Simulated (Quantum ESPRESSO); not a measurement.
# Band energies of CaClOH

```
CELL_PARAMETERS angstrom
      3.86984     0.00000     0.00000
     -1.93492     3.35138     0.00000
      0.00000     0.00000     9.80983
ATOMIC_POSITIONS crystal
  H  0.00000 0.00000 0.16694
  H  0.00000 0.00000 0.66694
  O  0.00000 0.00000 0.06812
  O  0.00000 0.00000 0.56812
  Cl 0.33333 0.66667 0.31667
  Cl 0.66667 0.33333 0.81667
  Ca 0.33333 0.66667 0.00007
  Ca 0.66667 0.33333 0.50007
```

LDA (Quantum ESPRESSO, PseudoDojo norm-conserving, 84 Ry, scalar-relativistic); path ΓMKΓALHA,LM,KH; energies in eV from the valence-band maximum.

| k (1/Å) | point | band 20 | band 21 | band 22 | band 23 | band 24 | band 25 | band 26 | band 27 |
|---|---|---|---|---|---|---|---|---|---|
| 0.00 | Γ | -0.81 | -0.25 | -0.25 | 0.00 | 0.00 | 5.07 | 5.99 | 7.16 |
| 0.19 |  | -0.79 | -0.41 | -0.31 | -0.21 | -0.02 | 5.38 | 6.11 | 6.83 |
| 0.38 |  | -0.86 | -0.65 | -0.46 | -0.42 | -0.08 | 6.01 | 6.22 | 6.68 |
| 0.75 |  | -0.87 | -0.82 | -0.50 | -0.26 | -0.20 | 5.91 | 6.70 | 6.85 |
| 0.94 | M | -0.97 | -0.81 | -0.41 | -0.34 | -0.21 | 5.85 | 6.75 | 6.92 |
| 1.48 | K | -1.07 | -0.55 | -0.55 | -0.46 | -0.46 | 6.34 | 6.34 | 7.22 |
| 1.66 |  | -1.05 | -0.65 | -0.55 | -0.49 | -0.30 | 6.34 | 6.37 | 7.31 |
| 1.84 |  | -0.99 | -0.72 | -0.57 | -0.39 | -0.22 | 6.35 | 6.41 | 7.16 |
| 2.20 |  | -0.74 | -0.74 | -0.46 | -0.36 | -0.11 | 6.01 | 6.27 | 6.59 |
| 2.38 |  | -0.82 | -0.38 | -0.34 | -0.18 | -0.02 | 5.36 | 6.10 | 6.83 |
| 2.56 | Γ | -0.81 | -0.25 | -0.25 | 0.00 | 0.00 | 5.07 | 5.99 | 7.16 |
| 2.56 | A | -1.12 | -0.11 | -0.11 | -0.11 | -0.11 | 5.84 | 5.84 | 6.69 |
| 2.75 |  | -0.98 | -0.24 | -0.24 | -0.15 | -0.15 | 6.05 | 6.05 | 6.64 |
| 2.94 |  | -1.02 | -0.40 | -0.40 | -0.24 | -0.24 | 6.33 | 6.33 | 6.72 |
| 3.31 |  | -0.97 | -0.47 | -0.47 | -0.36 | -0.36 | 6.25 | 6.25 | 6.98 |
| 3.50 | L | -0.97 | -0.49 | -0.49 | -0.37 | -0.37 | 6.21 | 6.21 | 7.03 |
| 3.86 |  | -1.19 | -0.78 | -0.78 | -0.30 | -0.30 | 6.41 | 6.41 | 7.14 |
| 4.04 | H | -1.28 | -0.86 | -0.86 | -0.29 | -0.29 | 6.41 | 6.41 | 7.32 |
| 4.17 |  | -1.23 | -0.82 | -0.82 | -0.29 | -0.29 | 6.41 | 6.41 | 7.24 |
| 4.45 |  | -1.04 | -0.65 | -0.65 | -0.28 | -0.28 | 6.44 | 6.44 | 7.13 |
| 4.58 |  | -0.99 | -0.55 | -0.55 | -0.27 | -0.27 | 6.45 | 6.45 | 6.95 |
| 4.85 |  | -0.94 | -0.33 | -0.33 | -0.18 | -0.18 | 6.22 | 6.22 | 6.63 |
| 4.99 |  | -1.01 | -0.18 | -0.18 | -0.13 | -0.13 | 5.96 | 5.96 | 6.66 |
| 5.12 | A | -1.12 | -0.11 | -0.11 | -0.11 | -0.11 | 5.84 | 5.84 | 6.69 |
| 5.12 | L | -0.97 | -0.49 | -0.49 | -0.37 | -0.37 | 6.21 | 6.21 | 7.03 |
| 5.44 | M | -0.97 | -0.81 | -0.41 | -0.34 | -0.21 | 5.85 | 6.75 | 6.92 |
| 5.44 | K | -1.07 | -0.55 | -0.55 | -0.46 | -0.46 | 6.34 | 6.34 | 7.22 |
| 5.76 | H | -1.28 | -0.86 | -0.86 | -0.29 | -0.29 | 6.41 | 6.41 | 7.32 |

The LDA gap is direct, 5.07 eV at Γ.

Geometry of the Materials Project entry, not relaxed at this level.

The structure is a Materials Project entry; no match was found in the copy of COD used, and its stability was not checked.
